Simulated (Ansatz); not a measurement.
The relaxed structure here is a generated cell of Mo: the first start was made by placing the elements on the sites of a structure type, and the end was not matched to a known phase here, so it may be hypothetical. Known forms of Mo include space group No. 229.

One starting cell of Mo (a generated cell, Mo built in the AFLOW prototype A_oF8_70_a) was relaxed twice with Ansatz (plane waves, PAW, scalar-relativistic): with PBEsol at 420 eV and with PBE at 420 eV. The PBEsol result:

```cif
data_Mo8
_chemical_formula_sum 'Mo8'
_space_group_name_H-M_alt 'Fddd :1'
_space_group_IT_number 70
_space_group_name_Hall 'F 2 2 -1d'
_cell_length_a 2.62401
_cell_length_b 5.36517
_cell_length_c 8.85478
_cell_angle_alpha 90.000
_cell_angle_beta 90.000
_cell_angle_gamma 90.000
loop_
_space_group_symop_operation_xyz
  'x, y, z'
  '-x, -y, z'
  'x, -y, -z'
  '-x, y, -z'
  '-x+1/4, -y+1/4, -z+1/4'
  'x+1/4, y+1/4, -z+1/4'
  '-x+1/4, y+1/4, z+1/4'
  'x+1/4, -y+1/4, z+1/4'
  'x, y+1/2, z+1/2'
  '-x, -y+1/2, z+1/2'
  'x, -y+1/2, -z+1/2'
  '-x, y+1/2, -z+1/2'
  '-x+1/4, -y+3/4, -z+3/4'
  'x+1/4, y+3/4, -z+3/4'
  '-x+1/4, y+3/4, z+3/4'
  'x+1/4, -y+3/4, z+3/4'
  'x+1/2, y, z+1/2'
  '-x+1/2, -y, z+1/2'
  'x+1/2, -y, -z+1/2'
  '-x+1/2, y, -z+1/2'
  '-x+3/4, -y+1/4, -z+3/4'
  'x+3/4, y+1/4, -z+3/4'
  '-x+3/4, y+1/4, z+3/4'
  'x+3/4, -y+1/4, z+3/4'
  'x+1/2, y+1/2, z'
  '-x+1/2, -y+1/2, z'
  'x+1/2, -y+1/2, -z'
  '-x+1/2, y+1/2, -z'
  '-x+3/4, -y+3/4, -z+1/4'
  'x+3/4, y+3/4, -z+1/4'
  '-x+3/4, y+3/4, z+1/4'
  'x+3/4, -y+3/4, z+1/4'
loop_
_atom_site_label
_atom_site_type_symbol
_atom_site_symmetry_multiplicity
_atom_site_Wyckoff_symbol
_atom_site_fract_x
_atom_site_fract_y
_atom_site_fract_z
_atom_site_occupancy
Mo1 Mo 8 a 0.00000 0.00000 0.00000 1
```
(The calculation used a cell of 2 atoms; values per cell refer to that cell.)

| quantity | PBEsol | PBE |
|---|---|---|
| space group | Fddd | Fddd |
| volume (Å³/atom) | 15.58 | ? |
| a (Å) | 2.624 | ? |
| b (Å) | 5.365 | ? |
| c (Å) | 8.855 | ? |
| gap (eV, no spin-orbit coupling) | 0.00 | ? |

Fill in the PBE column.


- volume (Å³/atom), PBE: 16.07
- a (Å), PBE: 2.652
- b (Å), PBE: 5.422
- c (Å), PBE: 8.938
- gap (eV, no spin-orbit coupling), PBE: 0.00

Both levels end in the same structure; PBE's volume is 3.1 % larger. Neither column is exact.

No spin polarisation in the result.

The run could not lose the symmetry of its start: the end is stationary, and may be a saddle point rather than a minimum.

All atoms sit on sites fixed by symmetry, so only the cell could relax.

Ansatz is an electronic-structure program.
